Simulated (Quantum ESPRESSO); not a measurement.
Field gradients of SiS₂ from a PBE PAW density (pw.x of a modified build of Quantum ESPRESSO, JTH datasets) with the all-electron reconstruction of Petrilli and co-workers, 20 Ha, k-mesh 6×6×6 through Γ:

```xyz
6
Lattice="-2.8747 4.9104 2.7744 2.8747 -4.9104 2.7744 2.8747 4.9104 -2.7744" Properties=species:S:1:pos:R:3 pbc="T T T"
Si     0.0000     0.0000     4.1615
Si     0.0000     0.0000     1.3872
S      1.7165     3.7786     2.7744
S      1.1582     1.1319     0.0000
S      1.7165     6.0423     0.0000
S      1.1582    -1.1319     2.7744
```
Geometry: a computed entry of the Materials Project; it was not checked against measured cells. It is SiS2 in Ibam; whether this form has been observed was not checked. Stability against distortions was not tested. Forces on the atoms reach 0.21 eV/Å at this level.

Vzz is the sum of three terms, each taken along its main axis: the smooth valence density, the ions (nucleus and frozen core) with the augmentation charges of all other spheres, and the all-electron minus smooth density in the atom's own sphere. The split hangs on the datasets.  Cores are frozen. Against all-electron runs on small test molecules, this scheme's |Vzz| missed by −6 % on Si, −3 % on S.

```tsv
site	smooth valence density	ions and other spheres	own sphere	Vzz (a.u.)
Si (atoms 1, 2)	-0.229	0.221	___	___
S (atoms 3, 4, 5, 6)	0.076	-0.165	___	___
```

Question: Some entries are withheld; supply them.

Answer: 
- Si (atoms 1, 2), own sphere: -0.045
- Si (atoms 1, 2), Vzz (a.u.): -0.053
- S (atoms 3, 4, 5, 6), own sphere: -1.189
- S (atoms 3, 4, 5, 6), Vzz (a.u.): -1.277
